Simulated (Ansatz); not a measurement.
LaWN3:
```
LaWN3
1.0
    2.82380     1.63032     4.57666
   -2.82380     1.63032     4.57666
    0.00000    -3.26064     4.57666
La W N
2 2 6
Direct
  0.53680   0.53680   0.53680
  0.03680   0.03680   0.03680
  0.78547   0.78547   0.78547
  0.28547   0.28547   0.28547
  0.00039   0.10326   0.55578
  0.55578   0.00039   0.10326
  0.10326   0.55578   0.00039
  0.05578   0.60326   0.50039
  0.60326   0.50039   0.05578
  0.50039   0.05578   0.60326
```

x, y and z are the axes in which the lattice vectors are written.

Q: Give the high-frequency dielectric tensor and the Born effective charge tensors of the independent atoms from DFPT, PBEsol in the plane-wave PAW code Ansatz.

A: 
ε∞:
```
15.6  0.00  0.00
0.00  15.6  0.00
0.00  0.00  12.6
```
Z* of atom 1 (La), rows: field, columns: displacement, in e:
```
 4.57  -0.46   0.00
 0.46   4.57   0.00
 0.00   0.00   4.08
```
Z* of atom 3 (W), rows: field, columns: displacement, in e:
```
10.33   0.78   0.00
-0.78  10.33   0.00
 0.00   0.00   6.64
```
Z* of atom 5 (N), rows: field, columns: displacement, in e:
```
-3.15  -0.28  -0.15
-0.58  -6.78  -1.85
-0.28  -1.72  -3.57
```

Space group R3c. The workflow started from a Materials Project entry (that database holds measured and hypothetical structures alike); the Crystallography Open Database copy checked does not list it. Whether it is the stable phase at ambient conditions was not checked. Symmetry was held in the PBEsol relaxation; its stability against distortions is not shown here. No spin polarisation was allowed. Scalar-relativistic: spin–orbit coupling is off unless named, which matters more the heavier the elements.

Potentials: the later of the program's two PAW sets.
